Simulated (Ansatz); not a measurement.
Ni3O4 in space group Cmmm (No. 65; Ni on 4f, Ni on 2a, O on 4h, O on 4i), plane-wave PAW PBE (Ansatz code), all energies at zero smearing, with the estimated change up to a 700 eV cutoff added, with one set of potentials and settings (totals compare only within such a set). Cell of 7 atoms (3 Ni, 4 O): -19784.216 eV.

| element | reference phase | E (eV/atom) |
|---|---|---|
| Ni | Fm-3m, 1 atoms in the cell, spin-polarised | -5839.7239 |
| O | C2/m, 4 atoms in the cell, spin-polarised | -565.0000 |

Formation energy per atom, worked out: (-19784.216 − 3×(-5839.7239) − 4×(-565.0000))/7 = -0.721 eV/atom (-70 kJ per mol of atoms), at 0 K, without zero-point energy or fitted corrections.

The first step of the workflow began from a Materials Project structure, measured or hypothetical; the Crystallography Open Database copy checked does not list it. Whether it is the stable phase at ambient conditions was not checked. The cell was relaxed with PBE under the symmetry of its start, as lowered by the spin order; its stability against distortions is not shown here. Magnetic state: antiferromagnetic, chosen from 5 collinear starts compared on coarse meshes (ties went to the first, and starts can fall back to one state), not a proven ground state. No Hubbard U is applied. The references are the lowest solids computed at this level, not always the standard phases (solids in place of the gases).

Potentials: the later of the program's two PAW sets.
